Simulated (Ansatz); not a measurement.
Consider the following.

CoSn (CoSn type, space group P6/mmm)

```yaml
crystal:
  lattice:
    - [5.24162, 0.00000, 0.00000]
    - [-2.62081, 4.53938, 0.00000]
    - [0.00000, 0.00000, 4.18794]
  atoms:
    - { symbol: Co, position: [0.50000, 0.00000, 0.00000] }
    - { symbol: Co, position: [0.50000, 0.50000, 0.00000] }
    - { symbol: Co, position: [0.00000, 0.50000, 0.00000] }
    - { symbol: Sn, position: [0.00000, 0.00000, 0.00000] }
    - { symbol: Sn, position: [0.33333, 0.66667, 0.50000] }
    - { symbol: Sn, position: [0.66667, 0.33333, 0.50000] }
```

Equation-of-state scan: isotropic scaling of the cell above, V₀ being its volume. Symmetry pins the atoms to their sites.

Calculation: r2SCAN (plane waves to 500 eV, PAW, scalar-relativistic; Ansatz, a program for electronic structure). k mesh 10×10×11 (Γ-centred), Fermi-Dirac smearing 0.05 eV. The energy includes the smearing's −TS. Stress and pressure are positive under compression. With the shape held, the modulus is that of even scaling; a crystal free to change shape is softer. CoSn is run without spin polarisation. CoSn was relaxed with its symmetry unable to fall. ΔE is measured from the relaxed starting cell.

The scan covers V/V₀ from 0.900 to 1.100 in 9 points.

Question: What is the fitted pressure derivative B₀′?

Answer: 4.8.

Question: What bulk modulus at fixed cell shape B₀ follows from a third-order Birch-Murnaghan fit?

Answer: 143 GPa.

(A scan under strain: stresses follow from slopes of the energy per volume, elastic moduli from its curvatures.)
